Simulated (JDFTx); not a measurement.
An input for JDFTx (a modified build) (BOF (built from boron oxyfluoride), charge -1, multiplicity 2, CANDLE, water, 2 M KF; bohr, hartree) and the course of its log:

```
lattice \
  21.7318504332 0.0000000000 0.0000000000 \
  0.0000000000 17.4799666528 0.0000000000 \
  0.0000000000 0.0000000000 17.0075351216
coords-type Cartesian
ion F -2.3330805095 0.0010718960 0.0000000000 0
ion B 0.0892802113 -0.0011287632 0.0000000000 0
ion O 2.3330805095 0.0011287632 -0.0000000000 0
ion-species pseudo/f_pbe_v1.4.upf
ion-species pseudo/b_pbe_v1.4.upf
ion-species pseudo/o_pbe_v1.2.upf
elec-cutoff 20 100
elec-ex-corr gga-PBE
symmetries none
elec-n-bands 9
spintype z-spin
elec-initial-magnetization 1 yes
elec-initial-charge +1
electronic-scf nIterations 100 energyDiffThreshold 1e-8
fluid LinearPCM
pcm-variant CANDLE
fluid-solvent H2O
fluid-cation K+ 2
fluid-anion F- 2
fluid-minimize nIterations 400 knormThreshold 1e-11
dump-name s0.$VAR
dump End State Ecomponents EigStats BandEigs Forces ElecDensity IonicPositions FluidDebug
```

```
[one cycle in 5 is shown, and the last three; fluid-solver lines are left out]
SCF: Cycle:  0   Etot: -43.359765714067962   dEtot: -1.474e-02   |Residual|: 3.166e-02   |deigs|: 4.441e-03
SCF: Cycle:  5   Etot: -43.367503647533255   dEtot: -7.249e-05   |Residual|: 1.576e-02   |deigs|: 2.981e-03
SCF: Cycle: 10   Etot: -43.367893004506989   dEtot: -3.029e-05   |Residual|: 1.447e-03   |deigs|: 1.150e-03
SCF: Cycle: 15   Etot: -43.367934121482421   dEtot: -9.614e-07   |Residual|: 1.722e-04   |deigs|: 8.586e-05
SCF: Cycle: 20   Etot: -43.367935208671888   dEtot: -1.013e-07   |Residual|: 6.363e-05   |deigs|: 1.415e-05
SCF: Cycle: 25   Etot: -43.367935247406699   dEtot: -2.003e-08   |Residual|: 1.328e-04   |deigs|: 1.059e-05
SCF: Cycle: 30   Etot: -43.367935722081135   dEtot: -1.098e-07   |Residual|: 1.324e-04   |deigs|: 1.768e-06
SCF: Cycle: 35   Etot: -43.367935789674043   dEtot: -1.002e-07   |Residual|: 1.636e-04   |deigs|: 1.184e-05
SCF: Cycle: 40   Etot: -43.367935999837577   dEtot: +2.926e-07   |Residual|: 2.529e-04   |deigs|: 4.351e-06
SCF: Cycle: 45   Etot: -43.367936720985291   dEtot: +2.231e-07   |Residual|: 2.400e-04   |deigs|: 2.192e-06
SCF: Cycle: 50   Etot: -43.367936934329371   dEtot: +8.708e-08   |Residual|: 3.191e-04   |deigs|: 3.046e-06
SCF: Cycle: 55   Etot: -43.367937534059848   dEtot: -3.865e-07   |Residual|: 2.400e-04   |deigs|: 2.215e-06
SCF: Cycle: 60   Etot: -43.367937985624984   dEtot: +2.589e-07   |Residual|: 3.666e-04   |deigs|: 1.534e-05
SCF: Cycle: 65   Etot: -43.367938028095530   dEtot: -5.194e-08   |Residual|: 3.545e-04   |deigs|: 9.637e-07
SCF: Cycle: 70   Etot: -43.367940038975092   dEtot: -9.199e-07   |Residual|: 2.393e-04   |deigs|: 1.081e-05
SCF: Cycle: 75   Etot: -43.367939151880741   dEtot: -2.697e-07   |Residual|: 5.039e-04   |deigs|: 1.217e-06
SCF: Cycle: 80   Etot: -43.367940952528222   dEtot: -3.390e-07   |Residual|: 5.528e-04   |deigs|: 2.682e-06
SCF: Cycle: 85   Etot: -43.367940703307383   dEtot: -2.662e-07   |Residual|: 5.532e-04   |deigs|: 3.287e-06
SCF: Cycle: 90   Etot: -43.367942889446063   dEtot: +2.548e-08   |Residual|: 5.307e-04   |deigs|: 1.386e-06
SCF: Cycle: 95   Etot: -43.367940814478381   dEtot: -1.953e-07   |Residual|: 8.312e-04   |deigs|: 3.601e-06
SCF: Cycle: 97   Etot: -43.367940862609714   dEtot: -1.083e-07   |Residual|: 8.154e-04   |deigs|: 9.595e-07
SCF: Cycle: 98   Etot: -43.367942310908759   dEtot: -1.448e-06   |Residual|: 6.216e-04   |deigs|: 1.151e-05
SCF: Cycle: 99   Etot: -43.367943529740934   dEtot: -1.219e-06   |Residual|: 1.087e-03   |deigs|: 2.515e-05
SCF: None of the convergence criteria satisfied after 100 iterations.
IonicMinimize: Iter:   0  Etot: -43.367943529740934  |grad|_K:  0.000e+00
IonicMinimize: Converged (|grad|_K<1.000000e-04).
```

This run gave no converged result. The loop ran out of cycles short of its threshold. It has stalled and not diverged: the last ten energies span 3e-06 Ha, so the total is near its end, but levels, forces and the chemical potential aren't shown converged.
